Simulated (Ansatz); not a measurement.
Base run

Ansatz input (lattice in Å, positions in fractions of it; a bare `kind: paw` takes the build's default datasets)
```yaml
crystal:
  lattice:
    - [4.17, 2.085, 2.085]
    - [2.085, 4.17, 2.085]
    - [2.085, 2.085, 4.17]
  atoms:
    - { symbol: Ni, position: [0, 0, 0], spin: 2 }
    - { symbol: Ni, position: [0.5, 0.5, 0.5], spin: -2 }
    - { symbol: O, position: [0.25, 0.25, 0.25] }
    - { symbol: O, position: [0.75, 0.75, 0.75] }
kpoints:
  mp_grid: { grid: [4, 4, 4] }
hamiltonian:
  xc: pbe
  pseudopotentials: { kind: paw }
  hubbard: { sites: [{ species: Ni, l: d, u_eff: 6 }] }
scf:
  occupations: { method: fixed }
output:
  forces: true
  stress: true
  eigenvalues: true
magnetization:
  spin_polarized: true
```

These are results of Ansatz 0.2.0 development build, PBE+U, plane waves, PAW datasets (generated soft set 1), not measurements.

The cutoff used is 420 eV.

The stress includes the program's correction for the finite plane-wave basis.

The base run takes the build's default projectors for U.

It gives a pressure of 12.52 GPa, with a gap of 3.11 eV on the mesh.

(1) What changes with orthogonalised all-electron atomic projectors for U?

(2) What changes with atomic projectors for U?

## Answers

(1) The pressure goes down by 0.80 GPa, the gap increases by 0.05 eV.

(2) The pressure goes down by 0.02 GPa, the gap falls by 0.19 eV.

A gap read on the mesh is an upper bound of this method's gap, since the mesh can miss a band edge. The k-mesh is modest, so these values aren't fully converged in k. With open shells the self-consistent state may not be the lowest one. Semilocal functionals give gaps that mostly lie well below measured ones.
